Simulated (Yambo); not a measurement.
Yambo run on Rb₂YAgF₆ (space group Fm-3m, No. 225). The wavefunctions come from this Quantum ESPRESSO step (PBEsol, PseudoDojo standard norm-conserving files, scalar-relativistic):

```
&CONTROL
  calculation = 'nscf'
  pseudo_dir = './pseudo'
  outdir = './out'
/
&SYSTEM
  ibrav = 0
  nat = 10
  ntyp = 4
  ecutwfc = 84.0
  ecutrho = 336.0
  occupations = 'fixed'
  force_symmorphic = .true.
  nbnd = 283
/
&ELECTRONS
  conv_thr = 1e-08
  diago_full_acc = .true.
  diago_thr_init = 1e-08
/
ATOMIC_SPECIES
F 18.9984 F.upf
Rb 85.4678 Rb.upf
Y 88.9058 Y.upf
Ag 107.8682 Ag.upf
CELL_PARAMETERS angstrom
  0.000000000000   4.543255000000   4.543255000000
  4.543255000000   0.000000000000   4.543255000000
  4.543255000000   4.543255000000   0.000000000000
ATOMIC_POSITIONS crystal
F   0.737000000000   0.263000000000   0.263000000000
F   0.263000000000   0.737000000000   0.737000000000
F   0.263000000000   0.737000000000   0.263000000000
F   0.737000000000   0.263000000000   0.737000000000
F   0.263000000000   0.263000000000   0.737000000000
F   0.737000000000   0.737000000000   0.263000000000
Rb   0.750000000000   0.750000000000   0.750000000000
Rb   0.250000000000   0.250000000000   0.250000000000
Y   0.500000000000   0.500000000000   0.500000000000
Ag   0.000000000000   0.000000000000   0.000000000000
K_POINTS automatic
2 2 2 0 0 0
```

Yambo input:

```
rim_cut
gw0
dyson
el_el_corr
HF_and_locXC
ppa
em1d
RandQpts= 1000000
RandGvec= 1 Ry
EXXRLvcs= 84 Ry
VXCRLvcs= 336 Ry
Chimod= "HARTREE"
% BndsRnXp
 6 | 282 |
%
NGsBlkXp= 7 Ry
% LongDrXp
 1.0 | 1.0 | 1.0 |
%
PPAPntXp= 27.2114 eV
% GbndRnge
 1 | 282 |
%
GTermKind= "BG"
DysSolver= "n"
ExtendOut
% QPkrange
 1 | 1 | 45 | 46 |
 2 | 2 | 45 | 46 |
 3 | 3 | 45 | 46 |
%
```

k points by index: 1 = Γ, 2 = L, 3 = X.

Table of the .qp output:

```
#    K-point    Band    Eo [eV]    E [eV]    E-Eo [eV]    Vxc [eV]    Vnlxc [eV]    Sc|Eo [eV]    Sc|E [eV]    dSc/dw|Eo [eV]    Re(Z)    Im(Z)
#
    1    45    -0.270714    -2.459243    -2.188528    -24.74439    -31.61359    4.232989    4.680669    -5.566011    0.830186    -0.920861E-3
    1    46    2.680764    3.837289    1.156525    -9.887458    -5.460153    -3.113853    -3.270780    -3.692045    0.880529    -0.719502E-3
    2    45    0.000000    -2.137829    -2.137829    -25.19097    -32.08965    4.320059    4.760855    -5.610338    0.829065    -0.001080
    2    46    4.201602    5.656613    1.455011    -12.62146    -7.891869    -3.048242    -3.274581    -4.232751    0.865387    -0.831616E-3
    3    45    -0.226499    -2.426858    -2.200359    -24.72214    -31.61667    4.244217    4.694172    -5.564169    0.830233    -0.001068
    3    46    4.059227    5.647348    1.588122    -12.59246    -7.409779    -3.350066    -3.594555    -4.188953    0.866595    -0.795082E-3
```
(The two width columns are left out.) Convergence of these settings isn't established.

Spin-orbit coupling is not included.

Geometry of the Materials Project entry, not relaxed at this level.

The structure is a Materials Project entry; no match was found in the copy of COD used, and its stability was not checked.
